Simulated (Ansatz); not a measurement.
TePb$_{2}$S in space group R-3m (No. 166; Te on 3b, Pb on 6c, S on 3a) at seven volumes, plane-wave PAW PBEsol (Ansatz code), shape and atoms relaxed at each. One row is withheld.

| V (Å³/atom) | P (GPa) |
|---|---|
| 26.674 | 5.98 |
| 27.554 | 3.66 |
| 28.433 | 1.68 |
| 29.312 | 0.00 |
| 30.192 | -1.43 |
| 31.071 | ? |
| 31.950 | -3.67 |

Fit the shown pressures and predict the withheld one.

P = (3/2)B₀(x^(7/2) − x^(5/2))[1 + (3/4)(B′ − 4)(x − 1)] with x = (V₀/V)^(2/3). Least squares on the six rows gives V₀ = 29.313 Å³/atom, B₀ = 51.5 GPa, B′ = 4.40. At V = 31.071, x = 0.9619 and P = -2.64 GPa. The run itself gave -2.64 GPa.

The first step of the workflow began from a Materials Project structure, measured or hypothetical; the Crystallography Open Database copy checked does not list it. Whether it is the stable phase at ambient conditions was not checked. Symmetry was held in the PBEsol relaxation; of distortions, only those at the zone centre were tested. Scalar-relativistic: spin–orbit coupling is off unless named, which matters more the heavier the elements.

Potentials: the later of the program's two PAW sets.
